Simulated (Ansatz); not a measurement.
Space group P6_3/mmc (No. 194). a = 3.303 Å, b = 3.303 Å, c = 22.358 Å, α = 90.00°, β = 90.00°, γ = 120.00°
```tsv
atom	site	symmetry	x	y	z
Zn	4f	3m.	0.3333	0.6667	0.6356
In	2a	-3m.	0.0000	0.0000	0.5000
Ga	2b	-6m2	0.0000	0.0000	0.7500
O	4f	3m.	0.3333	0.6667	0.5482
O	4e	3m.	0.0000	0.0000	0.6620
O	2d	-6m2	0.3333	0.6667	0.7500
```

Equation of state of this Zn₂InGaO₅ structure (not necessarily the ground state), with shape and atoms relaxed at each volume where symmetry leaves them free. These are results of DFT PBEsol, scalar-relativistic, plane waves, PAW (Ansatz), not measurements.

Plane waves to 420 eV, a k mesh through Γ of 12×12×2 on the computed 18-atom cell and Gaussian smearing (0.02 eV); no spin polarisation.

```
V (Å³/atom) E − E(largest V) (meV/atom) P (GPa) gap on mesh (eV)
     10.325                        59.13    28.04              1.67
     10.677                         7.55    19.18              1.55
     11.029                       -26.15    11.70              1.44
     11.381                       -44.72     5.37              1.34
     11.733                       -50.46     0.00              1.24
     12.085                       -45.33    -4.54              1.14
     12.437                       -31.00    -8.39              1.05
     12.906                         0.00   -12.61              0.93
```

**Question.** Fit a third-order Birch–Murnaghan equation to E(V).

**Answer.** V0 = 11.73 Å³/atom, B0 = 164 GPa, B0' = 4.5.

The gaps are read on the mesh, which can miss the band edges, so they can be too wide.

Cost: 8 runs of about 40 core-minutes in all, on Arm Neoverse V1 (shared hosts).